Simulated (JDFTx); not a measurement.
An input for a modified build of JDFTx (V(110), CANDLE, water, 1 M KF; bohr, hartree) and the course of its log:

```
lattice \
  5.6359191941 2.8179595970 0.0000000000 \
  0.0000000000 3.9851966724 0.0000000000 \
  0.0000000000 0.0000000000 42.1408925792
coords-type Lattice
ion V 0.5000000000 0.0000000000 -0.1418525960 0
ion V 0.0000000000 0.0000000000 -0.0472841990 0
ion V 0.5000000000 0.0000000000 0.0472841990 0
ion V 0.0000000000 0.0000000000 0.1418525960 0
ion-species pseudo/v_pbe_v1.4.upf
elec-cutoff 20 100
elec-ex-corr gga-PBE
coulomb-interaction Slab 001
coulomb-truncation-embed 0 0 0
kpoint-folding 10 10 1
elec-smearing Fermi 0.01
elec-n-bands 37
target-mu -0.177867
electronic-scf nIterations 100 energyDiffThreshold 1e-07 mixFraction 0.15
fluid LinearPCM
pcm-variant CANDLE
fluid-solvent H2O
fluid-cation K+ 1
fluid-anion F- 1
fluid-minimize nIterations 400 knormThreshold 1e-11
wavefunction read f0.wfns
elec-initial-eigenvals f0.eigenvals
elec-initial-fillings read f0.fillings
fluid-initial-state f0.fluidState
dump-name f0_u0.$VAR
dump End State Ecomponents EigStats BandEigs Forces ElecDensity IonicPositions Fillings Kpoints Dtot FluidDebug BoundCharge FluidDensity
```

```
[one cycle in 5 is shown, and the last three; fluid-solver lines are left out]
	FillingsUpdate:  mu: -0.177867000  nElectrons: 48.391581
SCF: Cycle:  0   G: -269.802214959775029   dG: +7.810e+00   |Residual|: 3.042e-01   |deigs|: 6.909e-06
	FillingsUpdate:  mu: -0.177867000  nElectrons: 51.868523
SCF: Cycle:  5   G: -277.608814335463137   dG: -3.294e-02   |Residual|: 1.054e-02   |deigs|: 7.984e-04
	FillingsUpdate:  mu: -0.177867000  nElectrons: 51.874260
SCF: Cycle: 10   G: -277.609656987791141   dG: -5.166e-03   |Residual|: 6.506e-03   |deigs|: 2.250e-04
	FillingsUpdate:  mu: -0.177867000  nElectrons: 51.892089
SCF: Cycle: 15   G: -277.612126584144676   dG: -1.565e-03   |Residual|: 3.116e-03   |deigs|: 1.559e-04
	FillingsUpdate:  mu: -0.177867000  nElectrons: 51.975697
SCF: Cycle: 20   G: -277.611263569549692   dG: -5.974e-03   |Residual|: 4.802e-03   |deigs|: 4.072e-04
	FillingsUpdate:  mu: -0.177867000  nElectrons: 51.877362
SCF: Cycle: 25   G: -277.612428565766777   dG: +3.016e-05   |Residual|: 2.826e-03   |deigs|: 4.457e-05
	FillingsUpdate:  mu: -0.177867000  nElectrons: 51.885519
SCF: Cycle: 30   G: -277.613036483449491   dG: -4.335e-05   |Residual|: 1.011e-03   |deigs|: 1.582e-04
	FillingsUpdate:  mu: -0.177867000  nElectrons: 51.896537
SCF: Cycle: 35   G: -277.613119184278048   dG: -9.844e-08   |Residual|: 9.457e-05   |deigs|: 1.954e-06
	FillingsUpdate:  mu: -0.177867000  nElectrons: 51.896592
SCF: Cycle: 40   G: -277.613118648069246   dG: +2.002e-07   |Residual|: 2.205e-04   |deigs|: 2.744e-06
	FillingsUpdate:  mu: -0.177867000  nElectrons: 51.897213
SCF: Cycle: 45   G: -277.613116448898325   dG: +1.735e-06   |Residual|: 3.184e-04   |deigs|: 5.032e-06
	FillingsUpdate:  mu: -0.177867000  nElectrons: 51.897343
SCF: Cycle: 50   G: -277.613118396566165   dG: +3.234e-07   |Residual|: 1.031e-04   |deigs|: 1.495e-06
	FillingsUpdate:  mu: -0.177867000  nElectrons: 51.893854
SCF: Cycle: 55   G: -277.613114821113015   dG: +4.519e-06   |Residual|: 2.486e-04   |deigs|: 1.690e-05
	FillingsUpdate:  mu: -0.177867000  nElectrons: 51.897990
SCF: Cycle: 60   G: -277.613117811872314   dG: -6.752e-07   |Residual|: 1.253e-04   |deigs|: 2.208e-06
	FillingsUpdate:  mu: -0.177867000  nElectrons: 51.896294
SCF: Cycle: 65   G: -277.613119380282797   dG: -1.279e-06   |Residual|: 4.690e-05   |deigs|: 9.504e-06
	FillingsUpdate:  mu: -0.177867000  nElectrons: 51.899641
SCF: Cycle: 70   G: -277.613112355160638   dG: +4.828e-06   |Residual|: 2.626e-04   |deigs|: 8.523e-06
	FillingsUpdate:  mu: -0.177867000  nElectrons: 51.897249
SCF: Cycle: 75   G: -277.613119009954460   dG: -1.362e-06   |Residual|: 5.657e-05   |deigs|: 4.973e-06
	FillingsUpdate:  mu: -0.177867000  nElectrons: 51.897340
SCF: Cycle: 80   G: -277.613119187929669   dG: +2.141e-07   |Residual|: 5.395e-05   |deigs|: 4.027e-06
	FillingsUpdate:  mu: -0.177867000  nElectrons: 51.895602
SCF: Cycle: 85   G: -277.613118556986308   dG: -6.384e-07   |Residual|: 9.944e-05   |deigs|: 3.389e-06
	FillingsUpdate:  mu: -0.177867000  nElectrons: 51.893708
SCF: Cycle: 90   G: -277.613113046050330   dG: -1.642e-07   |Residual|: 2.754e-04   |deigs|: 3.383e-07
	FillingsUpdate:  mu: -0.177867000  nElectrons: 51.896654
SCF: Cycle: 95   G: -277.613119405660711   dG: -8.325e-06   |Residual|: 1.205e-05   |deigs|: 2.171e-05
	FillingsUpdate:  mu: -0.177867000  nElectrons: 51.894799
SCF: Cycle: 97   G: -277.613116891231130   dG: +5.122e-07   |Residual|: 1.713e-04   |deigs|: 2.288e-05
	FillingsUpdate:  mu: -0.177867000  nElectrons: 51.895483
SCF: Cycle: 98   G: -277.613118160086117   dG: -1.269e-06   |Residual|: 1.114e-04   |deigs|: 5.076e-06
	FillingsUpdate:  mu: -0.177867000  nElectrons: 51.895087
SCF: Cycle: 99   G: -277.613117715993269   dG: +4.441e-07   |Residual|: 1.389e-04   |deigs|: 2.781e-06
SCF: None of the convergence criteria satisfied after 100 iterations.
IonicMinimize: Iter:   0  G: -277.613117715993269  |grad|_K:  0.000e+00
IonicMinimize: Converged (|grad|_K<1.000000e-04).
```

This run gave no converged result. The loop ran out of cycles short of its threshold. It has stalled and not diverged: the last ten energies span 8e-06 Ha, so the total is near its end, but levels, forces and the electron count aren't shown converged.
